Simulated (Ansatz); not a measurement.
Method: Ansatz, DFT PBE, scalar-relativistic, plane waves, PAW. Settings: cutoff 420 eV, Γ-centred meshes spaced at most about 0.3 Å⁻¹, and about 0.25 Å⁻¹ or finer for metals (2π included), Gaussian smearing. No spin polarisation in the final relaxations.

Temperature and zero-point effects are left out.

Two relaxed structures of Sn3C:

1. Space group Fm-3m (No. 225), cubic, a = 7.066 Å. Around Sn on a site of symmetry -43m lie 4 C at 3.06 Å, 4 Sn at 3.06 Å and 6 Sn at 3.53 Å; Sn on a site of symmetry m-3m has 8 Sn at 3.06 Å and 6 C at 3.53 Å; C has 8 Sn at 3.06 Å and 6 Sn at 3.53 Å (long contacts).

2. Space group Pm-3n (No. 223), cubic, a = 5.690 Å. Sn has 2 Sn at 2.85 Å, 4 C at 3.18 Å and 8 Sn at 3.48 Å; C has 12 Sn at 3.18 Å (long contacts).

**Question.** Which would you expect to be lower, and how large is the difference?

**Answer.** Cell 1 is lower, by 76 meV/atom. Cell 1 has the BiF3 (D0_3) type, space group Fm-3m (No. 225), 22.0 Å³/atom and no gap on its mesh; cell 2 has the A15 type, space group Pm-3n (No. 223), 23.0 Å³/atom and no gap. Counting Sn atoms around C (those within 1.25 times the shortest such distance or 1.15 times the sum of covalent radii; a plus sign parts nearer from farther groups; the shortest distance is added where it is long for a bond), cell 1 has C 8+6 from 3.1 Å and cell 2 has C 12 from 3.2 Å. The denser one is the lower, and pressure would at first widen the difference. Even the lower one lies +1.36 eV/atom against the reference forms of the elements (uncorrected), so neither is stable at this level. Both come from invented guesses. A third cell relaxed alike, in P6_3/mmc, lies 0.55 eV/atom below the lower of the two.

Cells relaxed within their symmetry can be saddle points.
